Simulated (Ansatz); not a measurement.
Input file for Ansatz (a first-principles code):

Ansatz 0.2 input:
```yaml
crystal:
  lattice:
    - [0.0, 4.201578142, 4.201578142]
    - [4.201578142, 0.0, 4.201578142]
    - [4.201578142, 4.201578142, 0.0]
  atoms:
    - { symbol: Na, position: [0.5, 0.5, 0.5] }
    - { symbol: Tl, position: [0.25, 0.25, 0.25] }
    - { symbol: Tl, position: [0.75, 0.75, 0.75] }
    - { symbol: Ga, position: [0.0, 0.0, 0.0] }
    - { symbol: F, position: [0.2266798609, 0.7733201391, 0.7733201391] }
    - { symbol: F, position: [0.7733201391, 0.2266798608, 0.2266798608] }
    - { symbol: F, position: [0.7733201391, 0.2266798608, 0.7733201391] }
    - { symbol: F, position: [0.2266798608, 0.7733201391, 0.2266798609] }
    - { symbol: F, position: [0.7733201391, 0.7733201391, 0.2266798609] }
    - { symbol: F, position: [0.2266798608, 0.2266798609, 0.7733201391] }
kpoints:
  mp_grid: { grid: [5, 5, 5] }
  band_path:
    path:
      - [[0.0, 0.0, 0.0], [0.5, 0.0, 0.5], [0.625, 0.25, 0.625]]  # Γ-X-U
      - [[0.375, 0.375, 0.75], [0.0, 0.0, 0.0], [0.5, 0.5, 0.5], [0.5, 0.25, 0.75], [0.5, 0.0, 0.5]]  # K-Γ-L-W-X
      - [VBM, CBM]
    npoints: 12
hamiltonian:
  xc: r2scan
  pseudopotentials: { kind: paw }
magnetization: { noncollinear: true, spin_orbit: true }
scf:
  n_extra_bands: 20
  convergence: { dr2_threshold: 0.0000000001 }
  occupations: { method: gaussian, width: 0.01 }
checkpoint: { write: soc.run }
output: { eigenvalues: true }
```

Output (shortened):

```
Pseudopotentials: kind: paw_fr
Pseudopotential: Na, paw_fr, valence charge 9
Pseudopotential: Tl, paw_fr, valence charge 13
Pseudopotential: Ga, paw_fr, valence charge 13
Pseudopotential: F, paw_fr, valence charge 7
Functional definition: r2SCAN
non-collinear run that drives no moment, with spin-orbit …
Crystal: 10 atoms, lattice volume = 148.343 Å³
Basis set: ecut = 500 eV, 3719 PW (Γ), exchange–correlation on 180×180×180 points (64 copies of the dense FFT grid, shifted against one another)
Bands: 110, of which v1, the nominal top of the filled ones, is band 90 counted from 1 (89 counted from 0)
Symmetry: 48 space group operations + 48 with time reversal
k-points: 10 of 125
Projection manifold: j_resolved (fully-relativistic pseudo-atomic orbitals)
PAW frozen core: Na, regenerated for the run's functional
PAW frozen core: Tl, regenerated for the run's functional
PAW frozen core: Ga, regenerated for the run's functional
PAW frozen core: F, regenerated for the run's functional
Initial density: superposition of atomic densities (chi_scale 0.1, normalization cell, long waves kept (reshape's long-wave potential 0.07 eV rms))
Initial wavefunctions: pseudopotential atomic-orbital guess
Eigensolver: davidson
Functional: x = r2scan, c = r2scan; τ floored in thin density (d = 2e-4 eV/Å³)
SCF iter   1: F=—  HF=-33004.656542 eV  |F-HF|=—  |Δ(HF+E_count)|=         —  Δρ=1.53e-1  dr2=2.97e1  dr2_τ=9.97e-2  dr2_m=0.00e0 (ungated)  ethr=3.10e-3  |M|=0.00e0 ∫|m|=0.00e0 μB  |m|>n=0.0e0 m-floor=0.0e0 τ_xc=0.0e0  β_m=0.30  ⟨swp⟩=5.2  Hψ=2235  notcnv=0  defer=68
all-band conjugate gradients solve this SCF's bands
preconditioner: auto → Resta (q_TF=auto, 2.510 Å⁻¹)
spin=Noncollinear: Resta preconditioning applied to the charge; magnetization (m_x, m_y, m_z) channels mix plain (no charge-response kernel on spin).
SCF iter   2: F=—  HF=-32997.200143 eV  |F-HF|=—  |Δ(HF+E_count)|=    7.46e0  Δρ=6.81e-2  dr2=7.27e0  dr2_τ=8.98e-2  dr2_m=0.00e0 (ungated)  ethr=3.10e-3  |M|=0.00e0 ∫|m|=0.00e0 μB  |m|>n=0.0e0 m-floor=0.0e0 τ_xc=0.0e0  β_m=0.41  ⟨swp⟩=3.0  Hψ=1130  notcnv=0  defer=160
SCF iter   3: F=—  HF=-32994.764983 eV  |F-HF|=—  |Δ(HF+E_count)|=    2.44e0  Δρ=2.52e-2  dr2=1.16e0  dr2_τ=7.98e-3  dr2_m=0.00e0 (ungated)  ethr=3.10e-3  |M|=0.00e0 ∫|m|=0.00e0 μB  |m|>n=0.0e0 m-floor=0.0e0 τ_xc=0.0e0  β_m=0.57  ⟨swp⟩=3.0  Hψ=1120  notcnv=0  defer=160
SCF iter   4: F=—  HF=-32994.390406 eV  |F-HF|=—  |Δ(HF+E_count)|=   3.75e-1  Δρ=7.83e-3  dr2=6.78e-2  dr2_τ=1.19e-3  dr2_m=0.00e0 (ungated)  ethr=1.29e-3  |M|=0.00e0 ∫|m|=0.00e0 μB  |m|>n=0.0e0 m-floor=0.0e0 τ_xc=0.0e0  β_m=0.76  ⟨swp⟩=3.6  Hψ=980  notcnv=0  defer=156
SCF iter   5: F=—  HF=-32994.394264 eV  |F-HF|=—  |Δ(HF+E_count)|=   3.86e-3  Δρ=2.02e-3  dr2=3.25e-3  dr2_τ=5.39e-5  dr2_m=0.00e0 (ungated)  ethr=7.54e-5  |M|=0.00e0 ∫|m|=0.00e0 μB  |m|>n=0.0e0 m-floor=0.0e0 τ_xc=0.0e0  β_m=0.78  ⟨swp⟩=2.0  Hψ=999  notcnv=0  defer=156
SCF iter   6: F=—  HF=-32994.394723 eV  |F-HF|=—  |Δ(HF+E_count)|=   4.60e-4  Δρ=4.92e-4  dr2=2.96e-4  dr2_τ=7.52e-6  dr2_m=0.00e0 (ungated)  ethr=3.61e-6  |M|=0.00e0 ∫|m|=0.00e0 μB  |m|>n=0.0e0 m-floor=0.0e0 τ_xc=0.0e0  β_m=0.70  ⟨swp⟩=2.3  Hψ=847  notcnv=0  defer=156
SCF iter   7: F=—  HF=-32994.394579 eV  |F-HF|=—  |Δ(HF+E_count)|=   1.45e-4  Δρ=1.43e-4  dr2=1.57e-5  dr2_τ=6.20e-7  dr2_m=0.00e0 (ungated)  ethr=3.29e-7  |M|=0.00e0 ∫|m|=0.00e0 μB  |m|>n=0.0e0 m-floor=0.0e0 τ_xc=0.0e0  β_m=0.82  ⟨swp⟩=2.1  Hψ=931  notcnv=0  defer=156
SCF iter   8: F=—  HF=-32994.394616 eV  |F-HF|=—  |Δ(HF+E_count)|=   3.70e-5  Δρ=4.13e-5  dr2=1.96e-6  dr2_τ=5.59e-8  dr2_m=0.00e0 (ungated)  ethr=1.75e-8  |M|=0.00e0 ∫|m|=0.00e0 μB  |m|>n=0.0e0 m-floor=0.0e0 τ_xc=0.0e0  β_m=0.87  ⟨swp⟩=2.0  Hψ=852  notcnv=0  defer=156
SCF iter  13: F=-32994.394724 eV  HF=-32994.394724 eV  |F-HF|=2.18e-11  |Δ(HF+E_count)|=  7.28e-12  Δρ=5.47e-8  dr2=6.57e-12  dr2_τ=6.37e-14  dr2_m=0.00e0 (ungated)  ethr=1.00e-12  |M|=0.00e0 ∫|m|=0.00e0 μB  |m|>n=0.0e0 m-floor=0.0e0 τ_xc=0.0e0  ⟨swp⟩=10.2  Hψ=2213  notcnv=0
SCF 1 converged in 13 iterations: F = -32994.394724 eV  dr2 = 6.57e-12
NSCF: frozen V_eff on 16 k-points
NSCF: frozen V_eff on 16 k-points
NSCF: frozen V_eff on 16 k-points
NSCF: frozen V_eff on 14 k-points
NSCF: frozen V_eff on 3 k-points
NSCF: frozen V_eff on 3 k-points
NSCF: frozen V_eff on 3 k-points
NSCF: frozen V_eff on 3 k-points
NSCF: frozen V_eff on 87 k-points
SCF converged after 13 iterations
Magnetization: |M| = 0.0000 μB,  M = (+0.0000, +0.0000, +0.0000) μB
Absolute magnetization: 0.0000 μB (∫|m|)
  site 0: m = (+0.0000, +0.0000, +0.0000) μB, |m| = 0.0000 μB  (R = 0.95 Å)
  site 1: m = (+0.0000, +0.0000, +0.0000) μB, |m| = 0.0000 μB  (R = 1.23 Å)
  site 2: m = (+0.0000, +0.0000, +0.0000) μB, |m| = 0.0000 μB  (R = 1.23 Å)
  site 3: m = (+0.0000, +0.0000, +0.0000) μB, |m| = 0.0000 μB  (R = 0.79 Å)
  site 4: m = (+0.0000, +0.0000, +0.0000) μB, |m| = 0.0000 μB  (R = 0.79 Å)
  site 5: m = (+0.0000, +0.0000, +0.0000) μB, |m| = 0.0000 μB  (R = 0.79 Å)
  site 6: m = (+0.0000, +0.0000, +0.0000) μB, |m| = 0.0000 μB  (R = 0.79 Å)
  site 7: m = (+0.0000, +0.0000, +0.0000) μB, |m| = 0.0000 μB  (R = 0.79 Å)
  site 8: m = (+0.0000, +0.0000, +0.0000) μB, |m| = 0.0000 μB  (R = 0.79 Å)
  site 9: m = (+0.0000, +0.0000, +0.0000) μB, |m| = 0.0000 μB  (R = 0.79 Å)
Free energy (F): -32994.394724 eV
Harris-Foulkes:  -32994.394724 eV  (|F-HF|=2.18e-11)
Internal energy: -32994.394724 eV  (E = F + TS)
E sigma→0 (E₀):  -32994.394724 eV
Fermi energy:    6.518107 eV
--- Per-component energies (eV) ---
  E_band       = -530.715657
  E_kinetic    = 2151.988619
  E_local      = -8699.815445  (includes V_loc(G=0)·N_el)
  E_nonlocal   = 1627.056268
  E_hartree    = 3449.849443
  E_xc         = -1013.040644
  E_vxc        = -1127.120060  (∫ρ·V_xc dr)
  E_paw        = -23813.555416  (= ΣΔE_a)
  E_vpaw       = -1465.866689  (= ΣTr[D̂ρ^β])
  E_aug_tail   = 0.006262  (compensation charges beyond the density's cutoff)
  E_vtau       = 83.336488  (kinetic-family band-sum trace: ∫τ·v_τ [+ j·A + Jᵃ·Aᵃ] dr)
  E_ewald      = -6698.045051
  E_core_change = 1.161239  (= ΣΔE_core)
  E_smearing   =  0.000000  (= −TS)
  E_closure    =  0.000000  (closes the sum)
  Σ components = -32994.394724   (vs F -32994.394724, Δ=0.00e0)
  [band-id]    e_kinetic+e_local+e_nonlocal+2·e_hartree+e_vxc+e_vpaw+e_augmentation_tail+e_vtau = -530.715669   (vs E_band -530.715657, Δ=-1.25e-5)
--- Band table (eV; the first three rows and the last of 10) ---
  k-point 0: bands = ["-46.3630", "-46.3630", "-18.8478", "-18.8478", "-18.3497", "-18.3497", "-18.3392", "-18.3392", "-18.3392", "-18.3392", "-18.1736", "-18.1736", "-18.1736", "-18.1736", "-16.8395", "-16.8395", "-16.6670", "-16.6670", "-16.6670", "-16.6670", "-8.6764", "-8.6764", "-8.6764", "-8.6764", "-8.2371", "-8.2371", "-8.2259", "-8.2259", "-8.2259", "-8.2259", "-5.7717", "-5.7717", "-5.7717", "-5.7717", "-5.7400", "-5.7400", "-5.7400", "-5.7400", "-3.5886", "-3.5886", "-3.5886", "-3.5886", "-3.5567", "-3.5567", "-3.5338", "-3.5338", "-3.5126", "-3.5126", "-3.5126", "-3.5126", "-2.1064", "-2.1064", "-0.1858", "-0.1858", "-0.1539", "-0.1539", "-0.1539", "-0.1539", "0.5022", "0.5022", "0.5672", "0.5672", "0.5672", "0.5672", "1.5659", "1.5659", "1.8980", "1.8980", "1.9087", "1.9087", "1.9087", "1.9087", "1.9379", "1.9379", "1.9893", "1.9893", "1.9893", "1.9893", "2.0548", "2.0548", "2.0548", "2.0548", "2.4831", "2.4831", "2.5154", "2.5154", "2.5154", "2.5154", "2.7271", "2.7271", "10.3832", "10.3832", "11.5587", "11.5587", "11.6540", "11.6540", "11.9025", "11.9025", "11.9025", "11.9025", "13.6602", "13.6602", "13.6602", "13.6602", "15.4325", "15.4325", "15.4975", "15.4975", "15.4975", "15.4975"]
  k-point 1: bands = ["-46.3630", "-46.3630", "-18.8417", "-18.8417", "-18.3440", "-18.3440", "-18.3291", "-18.3291", "-18.3239", "-18.3239", "-18.1908", "-18.1908", "-18.1900", "-18.1900", "-16.8413", "-16.8413", "-16.6714", "-16.6714", "-16.6658", "-16.6658", "-8.6769", "-8.6769", "-8.6765", "-8.6765", "-8.2370", "-8.2370", "-8.2266", "-8.2266", "-8.2263", "-8.2263", "-5.7781", "-5.7781", "-5.7717", "-5.7717", "-5.7519", "-5.7519", "-5.7458", "-5.7458", "-3.5975", "-3.5975", "-3.5905", "-3.5905", "-3.5706", "-3.5706", "-3.5507", "-3.5507", "-3.5361", "-3.5361", "-3.5259", "-3.5259", "-2.0085", "-2.0085", "-0.2456", "-0.2456", "-0.0827", "-0.0827", "-0.0660", "-0.0660", "0.3199", "0.3199", "0.6406", "0.6406", "0.6800", "0.6800", "0.9757", "0.9757", "1.8053", "1.8053", "1.8284", "1.8284", "1.9296", "1.9296", "1.9406", "1.9406", "1.9588", "1.9588", "2.0534", "2.0534", "2.0710", "2.0710", "2.4396", "2.4396", "2.4727", "2.4727", "2.4730", "2.4730", "2.7175", "2.7175", "3.1547", "3.1547", "10.1922", "10.1922", "10.9669", "10.9669", "11.5516", "11.5516", "11.8195", "11.8195", "11.8445", "11.8445", "13.0966", "13.0966", "13.2757", "13.2757", "15.7541", "15.7541", "15.8669", "15.8669", "15.9076", "15.9076"]
  k-point 2: bands = ["-46.3630", "-46.3630", "-18.8316", "-18.8316", "-18.3428", "-18.3428", "-18.2885", "-18.2885", "-18.2834", "-18.2834", "-18.2348", "-18.2348", "-18.2321", "-18.2321", "-16.8447", "-16.8447", "-16.6780", "-16.6780", "-16.6637", "-16.6637", "-8.6777", "-8.6777", "-8.6766", "-8.6766", "-8.2371", "-8.2371", "-8.2279", "-8.2279", "-8.2270", "-8.2270", "-5.7855", "-5.7855", "-5.7741", "-5.7741", "-5.7685", "-5.7685", "-5.7585", "-5.7585", "-3.6058", "-3.6058", "-3.6040", "-3.6040", "-3.5954", "-3.5954", "-3.5806", "-3.5806", "-3.5619", "-3.5619", "-3.5477", "-3.5477", "-1.8296", "-1.8296", "-0.3548", "-0.3548", "0.0712", "0.0712", "0.0838", "0.0838", "0.0938", "0.0938", "0.4803", "0.4803", "0.8841", "0.8841", "0.9143", "0.9143", "1.5621", "1.5621", "1.6007", "1.6007", "1.8908", "1.8908", "1.8936", "1.8936", "2.0243", "2.0243", "2.0589", "2.0589", "2.0819", "2.0819", "2.3761", "2.3761", "2.3968", "2.3968", "2.4188", "2.4188", "3.4937", "3.4937", "3.7734", "3.7734", "9.8693", "9.8693", "10.1590", "10.1590", "11.2666", "11.2666", "11.5645", "11.5645", "11.8886", "11.8886", "12.3124", "12.3124", "12.9856", "12.9856", "16.2068", "16.2068", "16.8942", "16.8942", "16.9735", "16.9735"]
  k-point 9: bands = ["-46.3630", "-46.3630", "-18.7933", "-18.7933", "-18.3489", "-18.3489", "-18.3387", "-18.3387", "-18.3014", "-18.3014", "-18.2383", "-18.2383", "-18.1994", "-18.1994", "-16.8409", "-16.8409", "-16.6714", "-16.6714", "-16.6656", "-16.6656", "-8.6805", "-8.6805", "-8.6769", "-8.6769", "-8.2370", "-8.2370", "-8.2335", "-8.2335", "-8.2270", "-8.2270", "-5.7930", "-5.7930", "-5.7889", "-5.7889", "-5.7708", "-5.7708", "-5.7588", "-5.7588", "-3.6379", "-3.6379", "-3.6242", "-3.6242", "-3.6026", "-3.6026", "-3.5863", "-3.5863", "-3.5671", "-3.5671", "-3.5490", "-3.5490", "-1.7547", "-1.7547", "-0.2716", "-0.2716", "-0.2120", "-0.2120", "0.0687", "0.0687", "0.2326", "0.2326", "0.3596", "0.3596", "1.1702", "1.1702", "1.3173", "1.3173", "1.5089", "1.5089", "1.6061", "1.6061", "1.6540", "1.6540", "1.8933", "1.8933", "1.9458", "1.9458", "1.9816", "1.9816", "2.0562", "2.0562", "2.1751", "2.1751", "2.3267", "2.3267", "2.4215", "2.4215", "3.9670", "3.9670", "4.0104", "4.0104", "9.2785", "9.2785", "9.5551", "9.5551", "10.9730", "10.9730", "11.4250", "11.4250", "12.5036", "12.5036", "12.7889", "12.7889", "13.0358", "13.0358", "16.2573", "16.2573", "17.5124", "17.5124", "17.6604", "17.6604"]
  band table: 110 of 110 bands, residual norms ≤ 1.0e-3 eV
```

Cost: about 14 core-minutes (a rough figure) on shared cores.

Space group Fm-3m. The first step of the workflow began from a Materials Project structure, measured or hypothetical; the Crystallography Open Database copy checked does not list it. Its standing as an ambient phase is unchecked. Symmetry was held in the r²SCAN relaxation; its stability against distortions is not shown here.

Potentials: the later of the program's two PAW sets.

Ansatz is a plane-wave DFT program.
